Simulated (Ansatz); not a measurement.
**Compressing Sc$_{3}$Al: a fit and a missing row**

Sc$_{3}$Al, Pm-3m, a = 4.375 Å. The structure is a Materials Project entry; whether it is the stable form wasn't checked. Ansatz: PBEsol, PAW, 420 eV, Γ-centred 10×10×10 mesh on 4 atoms, Gaussian smearing 0.10 eV; no spin polarisation. Symmetry fixes shape and atoms, so the cell is only scaled; pressure is positive in compression.

| V (Å³/atom) | P (GPa) |
| --- | --- |
| 19.676 | ? |
| 20.304 | 2.17 |
| 20.932 | 0.00 |
| 21.560 | -1.90 |
| 22.188 | -3.56 |

Task: Take V0 = 20.932 Å³/atom, fit the third-order Birch–Murnaghan form to the other rows, and predict the missing pressure.

Result: With the Eulerian strain f = ½[(V0/V)^(2/3) − 1] and y = P/[3f(1 + 2f)^(5/2)], the form is the line y = B0 + 1.5 B0 (B0′ − 4) f. Rows (f, y): 0.01026, 67.0; -0.00976, 68.2; -0.01905, 68.6. Means f = -0.006183, y = 67.933; Σ(Δf)² = 0.0004487, ΣΔfΔy = -0.02488; the slope is their ratio. y = 67.59 − 55.44 f GPa, so B0 = 67.6 GPa and B0′ = 4 + 2 × (-55.44)/(3 × 67.59) = 3.45. At V = 19.676, f = 0.02106, y = 66.42 and P = 4.65 GPa. The run gave 4.66 GPa, so the fit is 0.01 GPa too low, a small miss on the scale of the series. The form still works here, 33 % of the fitted range beyond its end.